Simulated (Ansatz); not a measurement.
**Cr, simple cubic: geometry optimisation**

Theory: DFT, PBEsol, plane waves (420 eV) with PAW, scalar-relativistic in Ansatz. (PAW data from PBE, frozen cores regenerated.)

k-point mesh 13×13×13, Fermi-Dirac smearing 0.1 eV, no spin polarisation. Cell and atoms relax.

Starting structure:

```yaml
crystal:
  lattice:
    - [2.3484326893, 0.0, 0.0]
    - [0.0, 2.3484326893, 0.0]
    - [0.0, 0.0, 2.3484326893]
  atoms:
    - { symbol: Cr, position: [0.0, 0.0, 0.0] }
hamiltonian:
  xc: pbesol
  pseudopotentials:
    kind: paw
    azcp:
      Cr: "pseudopotentials/Cr.paw.azcp"
basis:
  ecutwfc: 420
  fft_grid_basis: typed
kpoints:
  mp_grid: { grid: [13, 13, 13], shift: [0, 0, 0] }
magnetization:
  spin_polarized: false
scf:
  occupations: { method: fermi_dirac, width: 0.1 }
relax:
  max_steps: 60
  f_tol: 0.01
  cell: {}
output:
  write_density: true
  write_potential: true
  elf: true
  volumetric_format: npy
```

Task: What cell does the relaxation end in?

Result: Pm-3m with a = 2.307 Å; 12.28 Å³ per atom against 12.95 at the start (-5.2 %).

Task: How much energy does the relaxation gain?

Result: 22.1 meV per atom.

Spin polarisation is off here; a magnetic state may lie lower.
